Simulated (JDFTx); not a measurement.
CuAu(100) slab cut from bulk CuAu (space group P4/mmm, indices of the conventional cell, lattice of the Materials Project entry mp-522, not re-optimised): 7 atoms in 7 planes, a 1x1 cell of 10.21 Å² (|a| = 2.851, |b| = 3.582 Å), 8.2 Å between the outermost planes, Cu outermost, slab composition Cu4Au3, cell height 24.6 Å, 8×6×1 k mesh, Fermi smearing 0.01 Ha, no spin polarisation. Whether this polymorph is the ambient one wasn't checked.

Method: PBE, GBRV ultrasoft potentials, plane waves to 20/100 Ha, in JDFTx (a modified build). Liquid: linear PCM (GLSSA13), water, 2 M KCl. The neutral cell holds 109 valence electrons and has two faces of 10.210 Å² each. Last filling lines of the neutral and of a charged run (μ in hartree, zero in the bulk liquid):

```
FillingsUpdate:  mu: -0.145117279  nElectrons: 109.000000
FillingsUpdate:  mu: -0.155817000  nElectrons: 108.934730
```

Worked example: both potentials, by the convention U = −μ/e − 4.44 V vs SHE, the surface charge density and the mean capacitance.

U_pzc = 0.14512 × 27.2114 − 4.44 = -0.49 V; U = 0.15582 × 27.2114 − 4.44 = -0.20 V. The cell has -0.0653 excess electrons, a net charge of 0.0653 e, shared by two faces: σ = 0.0653 e / (2 × 10.210 Å²) = 0.00320 e/Å² = 5.1 μC/cm² (1 e/Å² = 1602.18 μC/cm²). C = σ/(U − U_pzc) = 5.1/0.29 ≈ 18 μF/cm².
